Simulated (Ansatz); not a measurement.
**BaTiHO$_{2}$: computed property card**

BaTiHO2:
```cif
data_HBaO2Ti
_chemical_formula_sum 'Ba1 Ti1 O2 H1'
_space_group_name_H-M_alt 'P 1'
_space_group_IT_number 1
_cell_length_a 4.03367
_cell_length_b 4.03367
_cell_length_c 3.97735
_cell_angle_alpha 90.000
_cell_angle_beta 90.000
_cell_angle_gamma 90.000
loop_
_space_group_symop_operation_xyz
  'x, y, z'
loop_
_atom_site_label
_atom_site_type_symbol
_atom_site_fract_x
_atom_site_fract_y
_atom_site_fract_z
_atom_site_occupancy
Ba1 Ba 0.50000 0.50000 0.50000 1
Ti1 Ti 0.00000 0.00000 0.00000 1
O1 O 0.50000 0.00000 0.00000 1
O2 O 0.00000 0.50000 0.00000 1
H1 H 0.00000 0.00000 0.50000 1
```
The run is spin-polarised; directions of the spins, atom by atom: 0 ↑ 0 0 0.

Space group P4/mmm (No. 123); conventional cell a = b = 4.0337 Å, c = 3.9774 Å, α = β = γ = 90.00°.

Method: r²SCAN (plane waves, PAW; program Ansatz). Geometry: relaxed at this level of theory. Other levels are named where they apply.

**Cell and energy**

```yaml
volume_per_atom: 12.94 Å³
density: 5.60 g/cm³
Formation energy from the elements (no fitted shifts): -234 kJ/mol-atom
```

**Electronic structure**

```yaml
electronic_character: metallic (no gap)
Density of states at the Fermi level: 0.19 states/eV per atom (mean over ±0.08 eV)
```

**Magnetism**

```yaml
magnetic_order: ferromagnetic
net_moment: 0.20 μB per atom
```

**Mechanics**

```yaml
Bulk modulus (Birch–Murnaghan fit): 121 GPa
Pressure derivative B′: 3.8
```

**Charges**

```yaml
bader_charges: Ba +1.50, Ti +1.89, O -1.37, H -0.66 e
```

The start of the workflow was typed in or built on a structure type; neither database checked (COD, Materials Project) lists it. Its standing as an ambient phase is unchecked. The cell was relaxed with r²SCAN under the symmetry of its start; its stability against distortions is not shown here. Spin order of the final state: ferromagnetic, the only order run, not a proven ground state. The cell computed holds one magnetic atom, so no antiferromagnetic order was within reach. Other orbital occupations within this spin state were not tried. No Hubbard U is applied. The compound may be a true metal, but semilocal functionals without U, or a wrong spin order, can also close a gap. The references are the lowest solids computed at this level, not always the standard phases (solids in place of the gases). Scalar-relativistic: spin–orbit coupling is off unless named, which matters more the heavier the elements.

Potentials: the earlier of the program's two PAW sets. The files were generated under PBE; for other functionals the program regenerates the frozen cores, and for LDA and PBEsol the local potential too.
